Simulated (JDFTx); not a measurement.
**Report: Ir(100) in implicit electrolytes**

| Item | Value |
|---|---|
| surface | Ir(100) |
| bulk | Ir, Fm-3m, lattice of mp-101 (not re-optimised) |
| slab | 4 atoms in 4 planes, 1x1, 5.7 Å between the outermost planes |
| in-plane cell | 2.725 × 2.725 Å, 7.43 Å² |
| cell height | 21.8 Å |
| sampling | 8×8×1 k mesh, Fermi smearing 0.01 Ha, no spin polarisation |

All numbers are PBE, GBRV ultrasoft potentials, plane waves to 20/100 Ha results from JDFTx (a modified build), not measurements. Outer atoms relaxed in vacuum, keeping the start's symmetry. The same nuclei were then put into each liquid, at zero charge and at set potentials or charges. The surface is an ideal bare cut with both faces alike: no reconstruction, overlayer or explicit solvent molecules. The electron chemical potential μ is absolute (zero in the bulk liquid) and is turned into a potential by U = −μ/e − 4.44 V vs SHE, a convention. Convergence in thickness and k mesh wasn't tested for this slab.

In vacuum the work function is 5.49 eV, which would put the uncharged electrode at 1.05 V vs SHE if the liquid did nothing. Each liquid moves the Fermi level of the neutral slab, now counted from the bulk liquid: linear PCM (GLSSA13), water, 2 M KCl by 0.23 eV, to a potential of zero charge of 0.82 V; SaLSA, water, 2 M KCl by 0.57 eV, to a potential of zero charge of 0.48 V. The models of water differ by 0.34 V among themselves.

Charging:

| liquid | U − U_pzc (V) | σ (μC/cm²) | σ/(U − U_pzc) (μF/cm²) | Δγ (mJ/m²) |
|---|---|---|---|---|
| linear PCM (GLSSA13), water | -0.72 | -10.0 | 14 | -37 |
| linear PCM (GLSSA13), water | -0.27 | -4.0 | 15 | -5 |
| linear PCM (GLSSA13), water | 0.28 | 4.5 | 16 | -6 |
| linear PCM (GLSSA13), water | 0.48 | 8.0 | 17 | -19 |
| linear PCM (GLSSA13), water | 0.68 | 11.8 | 17 | -38 |
| linear PCM (GLSSA13), water | 0.88 | 15.9 | 18 | -66 |

The mean capacitance runs from 14 to 18 μF/cm². Δγ, the grand free energy per area against the neutral surface, is negative throughout, since charging at a held potential lowers it. The cavity function reaches one half at 2.6 Å (linear PCM (GLSSA13), water), 3.2 Å (SaLSA, water) above the top atoms; the models define their cavities differently. No specific adsorption of ions or solvent is in these numbers.
